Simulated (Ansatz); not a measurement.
## SnSe, one structure, two calculations

Cell: a structure deposited in the COD, ions relaxed with PBE at fixed cell.

Space group Pnma (No. 62); a = 11.4200, b = 4.1900, c = 4.4600 Å.

| site | Wyckoff | site symmetry | x | y | z |
| --- | --- | --- | --- | --- | --- |
| Sn | 4c | .m. | 0.1178 | 0.2500 | 0.1028 |
| Se | 4c | .m. | 0.3579 | 0.2500 | 0.0207 |

One atom of each set is listed.

First run. All values are calculated (Ansatz; DFT, PBE, plane waves and PAW, scalar-relativistic, 420 eV cutoff, Γ-centred 3×7×6 k-points, Fermi–Dirac smearing 0.02 eV), not measured.

| site | V_zz (10²¹ V/m²) | η |
| --- | --- | --- |
| Sn | -9.45 | 0.24 |
| Se | -5.18 | 0.03 |

Second run. The same atoms and settings, except that the functional is r2SCAN and the cutoff is 500 eV.

Q: What does the second run give?

A: 

| site | V_zz | η | change of V_zz |
| --- | --- | --- | --- |
| Sn | -10.65 | 0.23 | -1.20 |
| Se | -5.63 | 0.05 | -0.45 |

The largest change of V_zz is on Sn, from -9.45 to -10.65. In per cent, |V_zz| changes by +13 on Sn, +9 on Se (all sites that start above 0.5). Isomer shifts (Sn against SnO₂, from the density at the nucleus and a line fitted to measured compounds for each functional; the lines scatter by about 0.1 mm/s, so smaller changes between functionals mean little): Sn 3.32 → 3.36 mm/s.

Without spin–orbit coupling (the program notes it for Sn) the gradients can shift somewhat, as the gap is small.
For the second run: With these PAW files V_zz is typically within 2 to 3 % of all-electron values, but misses above 10 % occur on Sn.
